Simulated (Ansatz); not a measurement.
BeTe (zinc blende, F-43m), the program Ansatz at the PBE level (PAW). The conduction-band minimum lies at X, with 3 equivalent valleys. Second derivatives d²E/dk² of the lowest band at one valley (eV·Å²), along Cartesian directions:

| direction | d²E/dk² |
|---|---|
| [100] | 4.052 |
| [010] | 29.55 |
| [001] | 29.55 |
| [110] | 16.80 |
| [101] | 16.80 |
| [011] | 29.46 |

Problem. Find the principal effective masses, the density-of-states mass and the conductivity mass.

Solution. Off-diagonal terms follow from H_xy = H[110] − (H_xx + H_yy)/2, and m*/mₑ = 7.620 eV·Å² over each eigenvalue: 0.26, 0.26, 1.9. One valley's DOS mass (m₁m₂m₃)^(1/3) = 0.50, conductivity mass 3/(Σ 1/mᵢ) = 0.36 mₑ.

Problem. What effective density of states Nc follows at 300 K for parabolic valleys?

Solution. Nc = 2.509e19 × 3 × (0.50)^(3/2) ≈ 2.7e19 cm⁻³.

Problem. With the computed static dielectric constant 8.57 (mean of the diagonal), estimate a hydrogenic donor's binding energy and radius.

Solution. E = 13.606 eV × 0.36/8.57² ≈ 67 meV; a = 0.529 Å × ε/m* ≈ 13 Å. Semilocal masses tend to be too small where the gap is.

Problem. With ε∞ = 7.41 and ω_LO = 488 cm⁻¹, what Fröhlich coupling constant follows?

Solution. α = (1/ε∞ − 1/ε0) √(m* × 13.606 eV/ħω_LO) = 0.16.

The PBE relaxation kept the symmetry of its start; of distortions, only those at the zone centre were tested. Spin–orbit coupling is left out wherever it is not named.

Potentials: the later of the program's two PAW sets.
